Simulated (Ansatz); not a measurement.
Here is the system:

LiF:
```xyz
2
Lattice="0.0000 1.9538 1.9538 1.9538 0.0000 1.9538 1.9538 1.9538 0.0000" Properties=species:S:1:pos:R:3 pbc="T T T"
Li     0.0000     0.0000     0.0000
F      1.9538     1.9538     1.9538
```

This is the LDA-relaxed structure.

Problem. All from LDA (plane waves, PAW; program Ansatz), unless another level is named. Give the Born charges (a third of the trace).

Solution. Li +1.04, F -1.04 e.

Problem. Predict the static dielectric constant ε0 (ions relaxed, cell fixed).

Solution. 8.23.

Problem. Give the electronic dielectric constant ε∞ (DFPT).

Solution. 2.12.

Space group Fm-3m (rock salt). The LDA relaxation kept the symmetry of its start.

Potentials: the earlier of the program's two PAW sets. The files were generated under PBE; for other functionals the program regenerates the frozen cores, and for LDA and PBEsol the local potential too.
